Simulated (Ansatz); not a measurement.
Consider the following.

LaN:
Space group Pnma (No. 62); a = 10.633 Å, b = 3.760 Å, c = 3.757 Å, α = β = γ = 90.00°

```csv
atom,site,symmetry,x,y,z
La,4c,.m.,0.1237,0.2500,0.2606
N,4c,.m.,0.3800,0.2500,0.2254
```

This is the PBE-relaxed structure.

### Question
All from plane-wave PAW PBE (Ansatz code), unless another level is named. Estimate the hole effective mass.

### Answer
0.30, 2.1, 2.1 mₑ (principal values).

### Question
And the formation energy from the elements (no fitted shifts)?

### Answer
-1.26 eV/atom.

### Question
Give the band gap.

### Answer
0.24 eV (indirect).

### Question
And the weight of the conduction-edge state by species (Voronoi cells)?

### Answer
N 57 %, La 43 %.

### Question
And the weight of the valence-edge state by species (Voronoi cells)?

### Answer
N 81 %, La 19 %.

The start of the workflow was typed in or built on a structure type; neither database checked (COD, Materials Project) lists it. COD files the formula under space group No. 225, so this cell is another polymorph or a model. Whether it is the stable phase at ambient conditions was not checked. The cell was relaxed with PBE under the symmetry of its start; whether a distortion lowers the energy is not shown. The references are the lowest solids computed at this level, not always the standard phases (solids in place of the gases). Scalar-relativistic: spin–orbit coupling is off unless named, which matters more the heavier the elements.

Potentials: the earlier of the program's two PAW sets.
